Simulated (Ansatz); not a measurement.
Electric field gradients in CaMn₂P₂H₄O₁₀

The cell is a Materials Project structure (computed, not necessarily an observed phase).

```
CELL_PARAMETERS angstrom
5.40437 0.00000 0.00000
1.64372 5.45663 0.00000
2.60008 1.41641 7.64141
ATOMIC_POSITIONS crystal
Ca 0.24502 0.90055 0.12811
Mn 0.45909 0.40073 0.55496
Mn 0.00709 0.53415 0.97843
H 0.97514 0.54849 0.32712
H 0.71862 0.78741 0.28146
H 0.90056 0.42856 0.70560
H 0.09894 0.16582 0.77576
P 0.51555 0.23758 0.19725
P 0.53631 0.81075 0.75620
O 0.36256 0.30130 0.05340
O 0.46688 0.97745 0.30397
O 0.65166 0.75148 0.91763
O 0.62287 0.03715 0.62745
O 0.38877 0.44576 0.31330
O 0.82121 0.21876 0.12458
O 0.63491 0.58112 0.66114
O 0.22343 0.85764 0.83765
O 0.07903 0.35282 0.73898
O 0.90488 0.66961 0.23486
```

Atom numbers follow the list; atoms alike are taken as one site, whose name carries the number of the first.

Method: Kohn–Sham DFT in Ansatz, PBE+U (U = 3.9 eV on Mn d), plane waves and PAW, scalar-relativistic, collinear spin, 420 eV cutoff, Γ-centred 5×4×3 k-points, Fermi–Dirac smearing 0.02 eV. Start moments as typed (μB): 0 -5 5 0 0 0 0 0 0 0 0 0 0 0 0 0 0 0 0 by atom.

V_zz is the principal component of the electric field gradient with the largest magnitude, η = (V_xx − V_yy)/V_zz and C_Q = eQV_zz/h.

⁴³Ca: I = 7/2, Q = -40.80 mb; ⁵⁵Mn: I = 5/2, Q = 330.0 mb; 2H: I = 1, Q = 2.858 mb; 17O: I = 5/2, Q = -25.58 mb. Q values from Pyykkö, Mol. Phys. 116, 1328 (2018).

Task: What field gradients does the calculation give at each kind of site?

Result: 

| site | atoms (order as listed) | first shell | V_zz (10²¹ V/m²) | η | C_Q (MHz) |
| --- | --- | --- | --- | --- | --- |
| Ca | 1 | 7 O at 2.33–2.68 Å | -3.07 | 0.19 | 3.03 |
| Mn2 | 2 | 4 O at 2.02–2.17 Å; also 1 O at 3.33 Å | 5.41 | 0.65 | 43.2 |
| Mn3 | 3 | 6 O at 2.10–2.32 Å | -4.04 | 0.85 | -32.2 |
| H4 | 4 | 1 O at 0.98 Å; also 1 O at 2.11 Å | 3.92 | 0.06 | 0.271 |
| H5 | 5 | 1 O at 1.05 Å; also 1 O at 1.47 Å | 1.55 | 0.18 | 0.107 |
| H6 | 6 | 1 O at 1.03 Å; also 1 O at 1.55 Å | 2.06 | 0.13 | 0.142 |
| H7 | 7 | 1 O at 1.01 Å; also 1 O at 1.69 Å | 2.49 | 0.11 | 0.172 |
| P8 | 8 | 4 O at 1.55–1.57 Å | -1.08 | 0.73 | – |
| P9 | 9 | 4 O at 1.53–1.58 Å | -1.67 | 0.47 | – |
| O10 | 10 | 1 P at 1.56 Å, 1 Mn at 2.17 Å, 1 Ca at 2.42 Å | 9.65 | 0.18 | -5.97 |
| O11 | 11 | 1 P at 1.56 Å; also 1 H at 1.47 Å, 1 Ca at 2.33 Å | 8.51 | 0.29 | -5.26 |
| O12 | 12 | 1 P at 1.56 Å, 1 Mn at 2.10 Å; also 1 Ca at 2.41 Å | 9.17 | 0.50 | -5.67 |
| O13 | 13 | 1 P at 1.53 Å, 1 Mn at 2.02 Å, angle 138° | 9.74 | 0.31 | -6.02 |
| O14 | 14 | 1 P at 1.57 Å, 1 Mn at 2.07 Å, angle 122°; also 1 Ca at 2.68 Å | 8.96 | 0.43 | -5.54 |
| O15 | 15 | 1 P at 1.55 Å, 1 Mn at 2.20 Å; also 1 Ca at 2.48 Å | 9.30 | 0.28 | -5.75 |
| O16 | 16 | 1 P at 1.57 Å, 1 Mn at 2.07 Å; also 1 H at 1.55 Å | 9.49 | 0.69 | -5.87 |
| O17 | 17 | 1 P at 1.58 Å; also 1 H at 1.69 Å, 1 Mn at 2.32 Å, 1 Ca at 2.50 Å | 8.15 | 0.41 | -5.04 |
| O18 | 18 | 2 H at 1.01–1.03 Å, 2 Mn at 2.17–2.32 Å | -9.64 | 0.80 | 5.96 |
| O19 | 19 | 2 H at 0.98–1.05 Å, 1 Mn at 2.27 Å, 1 Ca at 2.38 Å; also 1 Mn at 3.33 Å | -11.79 | 0.97 | 7.29 |

At O12, O13, O14, O15 and O16 V_zz points along the shorter of its two bonds, to P (within 7°) in each case. At H4, H5, H6 and H7 V_zz points along its bond to O (within 3°) in each case. At O11 and O17 V_zz points along its bond to P (within 8°) in each case.

P has no stable isotope with a ground-state quadrupole moment in the table, so no C_Q is given.

The lattice is static: at room temperature water may turn and average the couplings of its hydrogen. The magnetic order is the one that the run reached from its start moments, not necessarily the measured one. Where η is near 1 the sign of V_zz means little.
